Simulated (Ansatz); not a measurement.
Relaxed-ion elastic tensor of Ti2O3 (corundum, R-3c) in GPa (Voigt order), the program Ansatz at the PBEsol level (PAW); density 4.69 g/cm³, 10.17 Å³ per atom.

```
  353    183    175  -10.3    0.0    0.0
  183    353    175   10.3    0.0    0.0
  175    175    332    0.0    0.0    0.0
-10.3   10.3    0.0   98.9    0.0    0.0
  0.0    0.0    0.0    0.0   98.9  -10.3
  0.0    0.0    0.0    0.0  -10.3   84.7
```

Problem. Is the crystal mechanically stable?

Solution. Yes: the smallest eigenvalue of C is 79.4 GPa.

Problem. Work out the Voigt, Reuss and Hill averages.

Solution. K_V = 234, K_R = 233, K_H = 233; G_V = 90.2, G_R = 88.7, G_H = 89.4 GPa.

Problem. Give Young's modulus, Poisson's ratio, Pugh's ratio and the universal anisotropy index.

Solution. E = 9KG/(3K + G) = 238 GPa; ν = 0.33; K/G = 2.61 (ductile by the Pugh limit of 1.75); A_U = 5G_V/G_R + K_V/K_R − 6 = 0.08.

Problem. Estimate the sound speeds and the Debye temperature.

Solution. v_l = √((K + 4G/3)/ρ) = 8670 m/s, v_t = √(G/ρ) = 4370 m/s, mean 4900 m/s; Θ = (h/k)(3n/4πV)^(1/3) v_m = 673 K.

Problem. How much does each axis shrink under pressure?

Solution. Linear compressibilities β_i = Σ_j S_ij (j = 1 to 3): x 1.3, y 1.3, z 1.6 per TPa.

The first step of the workflow began from a Materials Project structure, measured or hypothetical; the Crystallography Open Database files this formula in space group No. 167, but the cells were not matched. Its standing as an ambient phase is unchecked. The cell was relaxed with PBEsol under the symmetry of its start; its stability against distortions is not shown here. No spin polarisation was allowed. As this level gives no gap, shear constants depend on the k-mesh and smearing (Fermi–Dirac, 0.1 eV here). On the denser mesh and wider smearing of the elastic run this cell carries a stress of 0.6 GPa.

Potentials: the later of the program's two PAW sets.
